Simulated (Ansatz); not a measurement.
# Symmetry broken, then relaxed in Rh

These are results of Ansatz 0.2.0, DFT PBEsol, scalar-relativistic, plane waves, PAW, not measurements. Cutoff 420 eV, Γ-centred 12×12×2 k-points, Gaussian smearing of 0.15 eV. No spin polarisation. Energies are free energies at this smearing, counted from the undisturbed cell; pressure is positive in compression.

The undisturbed cell (relaxed at this level; this form isn't the usual structure):

```xyz
8
Lattice="2.6754 0.0000 0.0000 -1.3377 2.3170 0.0000 0.0000 0.0000 17.4543" Properties=species:S:1:pos:R:3 pbc="T T T"
Rh    0.0000    0.0000    8.7271
Rh    0.0000    0.0000    0.0000
Rh    0.0000    1.5447    2.1818
Rh    0.0000    1.5447   10.9089
Rh    0.0000    0.0000    4.3636
Rh    0.0000    0.0000   13.0907
Rh    1.3377    0.7723    6.5454
Rh    1.3377    0.7723   15.2725
```

The atoms are displaced (Å, in the unstrained cell):

| atom | ux | uy | uz |
| --- | --- | --- | --- |
| Rh1 | -0.150 | -0.143 | 0.038 |
| Rh2 | 0.150 | 0.143 | -0.038 |
| Rh3 | -0.094 | -0.154 | 0.124 |
| Rh4 | 0.094 | 0.154 | -0.124 |
| Rh5 | 0.014 | -0.261 | -0.006 |
| Rh6 | -0.014 | 0.261 | 0.006 |
| Rh7 | -0.021 | -0.045 | 0.001 |
| Rh8 | 0.021 | 0.045 | -0.001 |

Cell and atoms are then relaxed.

**Question.** Does the relaxation return to the undisturbed structure?

**Answer.** Yes (up to a choice of domain or origin): same space group and volume, and an energy 0.0 meV/atom from it. The disturbance itself cost 100.3 meV/atom. The final space group reads P6_3/mmc (tolerance 0.05 Å) and the volume changes by 0.01 %.

Final structure:

```
CELL_PARAMETERS angstrom
2.67554 -0.00007 0.00002
-1.33783 2.31613 -0.00005
0.00016 -0.00032 17.46187
ATOMIC_POSITIONS crystal
Rh 0.99965 0.99974 0.50000
Rh 0.00032 0.00024 0.00000
Rh 0.33336 0.66664 0.12500
Rh 0.33344 0.66687 0.62500
Rh 0.99960 0.99954 0.25000
Rh 0.00034 0.00041 0.75000
Rh 0.66623 0.33288 0.37500
Rh 0.66705 0.33368 0.87500
```

The relaxation, step by step (energy from the first step; small jumps at an unchanged geometry come where the plane waves are selected anew for the new cell):

| step | ΔE (meV/atom) | largest force component (eV/Å) | pressure (GPa) |
| --- | --- | --- | --- |
| 1 | 0.0 | 2.987 | 4.18 |
| 2 | -88.8 | 0.423 | 1.46 |
| 3 | -100.0 | 0.024 | -0.71 |
| 4 | -100.3 | 0.002 | 0.00 |
| 5 | -100.3 | 0.002 | 0.00 |

Frames along the relaxation (Å, eV/Å):

```xyz
8
Lattice="2.675 0.000 0.000 -1.338 2.317 0.000 0.000 0.000 17.454" Properties=species:S:1:pos:R:3:forces:R:3 pbc="T T T" step=1
Rh   -0.150   -0.143    8.766    1.237    0.834   -2.430
Rh    0.150    0.143   -0.038   -0.396   -0.482    0.843
Rh   -0.094    1.391    2.306    0.582    0.033   -1.760
Rh    0.094    1.699   10.785   -1.225   -0.683    2.987
Rh    0.014   -0.261    4.357   -0.450    0.732    1.011
Rh   -0.014    0.261   13.097    0.170   -0.364   -0.739
Rh    1.317    0.728    6.546   -0.155   -0.600    0.260
Rh    1.359    0.817   15.271    0.237    0.530   -0.173
8
Lattice="2.677 0.001 -0.001 -1.338 2.321 0.003 -0.005 0.022 17.354" Properties=species:S:1:pos:R:3:forces:R:3 pbc="T T T" step=2
Rh   -0.097   -0.079    8.697    0.343    0.262   -0.302
Rh    0.075    0.043    0.003   -0.209   -0.100   -0.208
Rh   -0.015    1.517    2.160    0.198    0.015    0.137
Rh    0.021    1.647   10.870   -0.310   -0.240   -0.170
Rh   -0.005   -0.109    4.327   -0.117    0.160    0.152
Rh    0.024    0.148   12.995    0.034   -0.181    0.423
Rh    1.284    0.694    6.512    0.042    0.013   -0.004
Rh    1.374    0.857   15.181    0.020    0.072   -0.027
8
Lattice="2.676 0.000 0.000 -1.338 2.323 0.001 0.001 0.005 17.452" Properties=species:S:1:pos:R:3:forces:R:3 pbc="T T T" step=3
Rh   -0.009   -0.005    8.726    0.024    0.006   -0.001
Rh    0.004    0.007    0.000    0.003   -0.005   -0.002
Rh    0.003    1.546    2.182   -0.011    0.002    0.000
Rh    0.000    1.551   10.908   -0.002    0.007    0.001
Rh   -0.003   -0.010    4.364    0.009    0.016   -0.011
Rh    0.007    0.015   13.089   -0.011   -0.016   -0.002
Rh    1.334    0.767    6.544   -0.004    0.010    0.011
Rh    1.346    0.792   15.271   -0.007   -0.019    0.003
8
Lattice="2.676 0.000 0.000 -1.338 2.316 0.000 0.000 0.000 17.462" Properties=species:S:1:pos:R:3:forces:R:3 pbc="T T T" step=4
Rh   -0.001   -0.001    8.731    0.001    0.001   -0.001
Rh    0.001    0.001    0.000   -0.001   -0.001   -0.001
Rh    0.000    1.544    2.183   -0.001    0.000    0.000
Rh    0.000    1.544   10.914   -0.001   -0.001    0.001
Rh    0.000   -0.001    4.365    0.001    0.002    0.000
Rh    0.000    0.001   13.096    0.000   -0.001    0.000
Rh    1.337    0.771    6.548    0.001    0.001    0.001
Rh    1.338    0.773   15.279   -0.001   -0.001    0.000
8
Lattice="2.676 0.000 0.000 -1.338 2.316 0.000 0.000 0.000 17.462" Properties=species:S:1:pos:R:3:forces:R:3 pbc="T T T" step=5
Rh   -0.001   -0.001    8.731    0.001    0.001   -0.001
Rh    0.001    0.001    0.000   -0.001   -0.001   -0.001
Rh    0.000    1.544    2.183   -0.001    0.000    0.000
Rh    0.000    1.544   10.914   -0.001   -0.001    0.001
Rh    0.000   -0.001    4.365    0.001    0.002    0.000
Rh    0.000    0.001   13.096    0.000   -0.001    0.000
Rh    1.337    0.771    6.548    0.001    0.001    0.001
Rh    1.338    0.773   15.279   -0.001   -0.001    0.000
```

Cost: 3 runs of about 4.9 core-minutes in all, on AMD EPYC 9R45 (Zen 5) (shared hosts).